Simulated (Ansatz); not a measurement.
Clamped-ion strain scan in KZnF3

Level of theory: Ansatz 0.2.0, DFT LDA, scalar-relativistic, plane waves, PAW. Settings: plane waves to 420 eV, k-mesh 6×6×6 (Γ-centred), Gaussian smearing 0.05 eV. No spin polarisation. Energies are free energies at this smearing, counted from the undisturbed cell; pressure is positive in compression.

The undisturbed cell (as given, not relaxed at this level; it stands at -4.8 GPa, and it needn't be the usual structure):

```
K Zn F
1.0
     4.05000    0.00000    0.00000
     0.00000    4.05000    0.00000
     0.00000    0.00000    4.05000
K Zn F
1 1 3
Direct
  0.00000 0.00000 0.00000
  0.50000 0.50000 0.50000
  0.50000 0.50000 0.00000
  0.00000 0.50000 0.50000
  0.50000 0.00000 0.50000
```

The cell is strained by ε times the Voigt pattern (0, 0, 0, 1, 0, 0) (xx, yy, zz, yz, xz, xy; engineering shear) with fractional coordinates fixed.

```csv
ε,ΔE (meV/atom)
-0.0200,0.4
-0.0100,0.0
0.0000,0.0
0.0025,-0.1
0.0050,-0.1
0.0075,0.0
0.0125,0.1
0.0150,0.2
0.0175,0.3
```

Question: Predict the stress summed along the pattern (GPa, tension positive) at each point.

Answer:
| ε | stress summed along the pattern (GPa, tension positive) |
| --- | --- |
| -0.0200 | -0.66 |
| -0.0100 | -0.33 |
| 0.0000 | 0.00 |
| 0.0025 | 0.08 |
| 0.0050 | 0.16 |
| 0.0075 | 0.25 |
| 0.0125 | 0.41 |
| 0.0150 | 0.50 |
| 0.0175 | 0.58 |

Symmetry holds off the tilts and polar distortions that many cubic perovskites undergo.